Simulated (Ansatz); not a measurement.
## Structures of TiTl2: which is lowest?

Plane-wave DFT in Ansatz with scalar-relativistic PAW potentials, cutoff 420 eV, Γ-centred meshes chosen by cell and gap, Gaussian smearing with energies taken to zero width. Every cell was relaxed (cell and atoms) in a run of its own, within the symmetry of its start. Functional: PBE.

Relaxed structures (starts from databases or built by putting these elements on another compound's sites):
A. I4/mmm, 3 atoms in the computed cell, a = 3.292 Å, c = 13.106 Å; sites (symmetry × multiplicity) Ti 4/mmm × 2, Tl 4mm × 4; start: built
B. Fm-3m, 3 atoms in the computed cell, a = 6.796 Å; sites (symmetry × multiplicity) Ti m-3m × 4, Tl -43m × 8; start: built

Question: Rank them by energy. Could pressure change the order?

Answer:
| structure | group | E − E(lowest) (meV/atom) | V (Å³/atom) | gap on mesh (eV) |
| --- | --- | --- | --- | --- |
| A | I4/mmm | 0.0 | 23.67 | 0.00 |
| B | Fm-3m | 117 | 26.16 | 0.00 |

A is lowest, 117 meV/atom under B. The lowest is also the densest of these, so pressure wouldn't bring one of the others in at first order. Other structures may lie lower than all of these, and vibrations aren't counted.

Spin-orbit coupling is left out, which matters for the bands of heavy elements. For Tl, Pb and Bi spin-orbit coupling shifts energies too.